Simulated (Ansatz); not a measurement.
**²⁵Mg NMR of the central transition in Y2MgS4**

Cell: a Materials Project structure (computed, not necessarily an observed phase).

```cif
data_Y2MgS4
_symmetry_space_group_name_H-M 'I-42d'
_symmetry_Int_Tables_number 122
_cell_length_a 8.2057
_cell_length_b 8.2057
_cell_length_c 8.5346
_cell_angle_alpha 90.000
_cell_angle_beta 90.000
_cell_angle_gamma 90.000
loop_
_atom_site_label
_atom_site_type_symbol
_atom_site_symmetry_multiplicity
_atom_site_Wyckoff_symbol
_atom_site_fract_x
_atom_site_fract_y
_atom_site_fract_z
Y Y 8 d 0.1326 0.2500 0.6250
Mg Mg 4 a 0.0000 0.0000 0.0000
S S 16 e 0.0663 0.1959 0.3122
```

One atom of each set is listed; the run and its k-mesh use a cell of 14 atoms with edges of 7.20, 7.20, 7.20 Å.

All values are calculated (Ansatz; DFT, PBE, plane waves and PAW, scalar-relativistic, 420 eV cutoff, Γ-centred 5×5×5 k-points, Fermi–Dirac smearing 0.02 eV), not measured.

²⁵Mg has I = 5/2 and Q = 199.4 mb (Pyykkö 2018); at 18.8 T its Larmor frequency is ν₀ = 49.0 MHz. Only the quadrupole interaction is simulated: positions count from each site's isotropic chemical shift, and J coupling is left out, as are shift anisotropy and dipolar coupling, which fast spinning averages.

(1) Give C_Q, η, the quadrupolar product P_Q = |C_Q|(1 + η²/3)^½, the second-order isotropic shift and the breadth of the pattern (fast magic-angle spinning) for each Mg site.

Answers

(1) 

```tsv
site	first shell	C_Q (MHz)	η	P_Q (MHz)	δ_QIS (ppm)	breadth (kHz)
Mg	4 S at 2.61 Å; also 4 S at 3.16 Å	9.76	0.00	9.76	-238	25.0
```

δ_QIS = −(ν_Q²/30ν₀²)[I(I+1) − 3/4](1 + η²/3) × 10⁶ ppm with ν_Q = 3|C_Q|/[2I(2I−1)]; it falls as 1/B₀² in ppm, and the breadth as 1/B₀ in kHz.

The broadest static pattern spans 61 kHz. The table holds for spinning faster than that; slower spinning leaves sidebands.

An axis of threefold or higher order runs through Mg, so V_zz lies along it and η is zero.
